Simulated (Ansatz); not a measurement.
## Debugging a calculation of VN₂

Someone meant to compute VN₂ with PBE, plane waves and PAW in Ansatz and wrote this input.

```yaml
crystal:
  lattice:
    - [-2.15075, 2.15075, 2.49135]
    - [2.15075, -2.15075, 2.49135]
    - [2.15075, 2.15075, -2.49135]
  atoms:
    - { symbol: V, position: [0.25, 0.25, 0.0] }
    - { symbol: V, position: [0.75, 0.75, 0.0] }
    - { symbol: "N", position: [0.1151, 0.6151, 0.7302] }
    - { symbol: "N", position: [0.6151, 0.8849, 0.5] }
    - { symbol: "N", position: [0.8849, 0.3849, 0.2698] }
    - { symbol: "N", position: [0.3849, 0.1151, 0.5] }
basis:
  ecutwfc: 420
kpoints:
  mp_grid: { grid: [12, 12, 12] }
hamiltonian:
  xc: pbe
scf:
  occupations: { method: gaussian, width: 0.1 }
  max_iter: 1
output:
  forces: true
  stress: true
  eigenvalues: true
```

Command:

```bash
ansatz run input.yaml --threads 1 --pin off --max-ram 2560MiB --backend cpu --events-out ev --progress --plain --runs-dir out
```

Output, shortened (HF is the Harris–Foulkes energy, dr2 the density residual in eV):

```text
Pseudopotential: V, paw, valence charge 13, recommended cutoff 420 eV (normal)
Pseudopotential: N, paw, valence charge 5, recommended cutoff 420 eV (normal)
Crystal: 6 atoms, lattice volume = 46.097 Å³
Basis set: ecut = 420 eV, 873 PW (Γ), exchange–correlation on 54×54×54 points (8 copies of the dense FFT grid, shifted against one another)
Bands: 29, of which v1, the nominal top of the filled ones, is band 23 counted from 1 (22 counted from 0)
Symmetry: 16 space group operations
Space group: I4/mcm (ITA 140), of the structure as read, at distance tolerance 3.6e-5 Å
k-points: 163 of 1728
Initial density: superposition of atomic densities, corrected by the library's trained network
SCF iter   1: HF=-7362.718549 eV  Δρ=1.62e-2  dr2=4.93e-2
Error: did not converge after 1 iterations: dr2 = 4.93e-2 (threshold 1.00e-7), under the density mixer `msr1`, which `scf.mixing.algorithm: auto` chose by the deck's other keys (type `scf.mixing.algorithm: msr1` to keep it); raise `scf.max_iter`, which need not help a stalled SCF …
```

Problem. Which fault does the input hold?
A. A Hubbard U on a shell that the atom lacks
B. Fixed occupations on a metal
C. Spin-orbit coupling without non-collinear spin
D. Too few SCF iterations allowed
E. No spin polarisation on a magnet

Solution. D. The limit came before the density residual met its threshold. The cure is a higher or no limit.

Fix:

```diff
 scf:
-  max_iter: 1
```

The mended run converges, with a largest force of 0.412 eV/Å, no gap.

The mended run took 17 s on 1 thread of Intel(R) Xeon(R) Platinum 8259CL CPU @ 2.50GHz (Skylake/Cascade Lake), on a shared host, peak memory 0.48 GiB.